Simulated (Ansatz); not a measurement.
This run works on a proposed trial structure, not on a known crystal.

Input and command of a plane-wave DFT calculation in Ansatz:

```yaml
crystal:
  lattice:
    - [3.3122555726, 0.0, 0.0]
    - [0.0, 17.8174654795, 0.0]
    - [0.0, 0.0, 5.3739828896]
  atoms:
    - { symbol: Nb, position: [0.5, 0.9228678751, 0.2340804931] }
    - { symbol: Nb, position: [0.0, 0.0771321249, 0.7340804931] }
    - { symbol: W, position: [0.5, 0.5000062769, 0.5213299098] }
    - { symbol: W, position: [0.0, 0.4999937231, 0.0213299098] }
    - { symbol: S, position: [0.5, 0.4107548381, 0.1837204737] }
    - { symbol: S, position: [0.5, 0.5892401424, 0.1836911158] }
    - { symbol: S, position: [0.0, 0.4107598576, 0.6836911158] }
    - { symbol: S, position: [0.0, 0.5892451619, 0.6837204737] }
    - { symbol: S, position: [0.0, 0.8308927573, 0.0398598939] }
    - { symbol: S, position: [0.0, 0.8309258178, 0.4283625951] }
    - { symbol: S, position: [0.0, 0.030675113, 0.234396627] }
    - { symbol: S, position: [0.5, 0.1690741822, 0.9283625951] }
    - { symbol: S, position: [0.5, 0.1691072427, 0.5398598939] }
    - { symbol: S, position: [0.5, 0.969324887, 0.734396627] }
basis:
  ecutwfc: 420
kpoints:
  mp_grid: { grid: [10, 2, 6] }
hamiltonian:
  xc: pbe
scf:
  occupations: { method: gaussian, width: 0.1 }
output:
  forces: true
  stress: true
  eigenvalues: true
  write_density: true
  write_potential: true
  elf: true
  volumetric_format: npy
relax:
  adjacent_minimum: "off"
  f_tol: 0.01
  max_steps: 30
  cell: { stress_tol: 0.1, fix: [volume] }
```

```bash
ansatz run input.yaml --threads 1 --pin off --max-ram 2560MiB --backend cpu --events-out ev --progress --plain --runs-dir out
```

Processor: Intel(R) Xeon(R) 6975P-C (Granite Rapids), 1 thread, on a host shared with other jobs.

Q: How long does it run, and how much memory does it take?

A: About 8.6 min, peak memory 1.1 GiB. It solves 71 bands at 48 k points (after reduction by symmetry) with about 6255 plane waves, in 50 SCF iterations over 7 ionic steps.
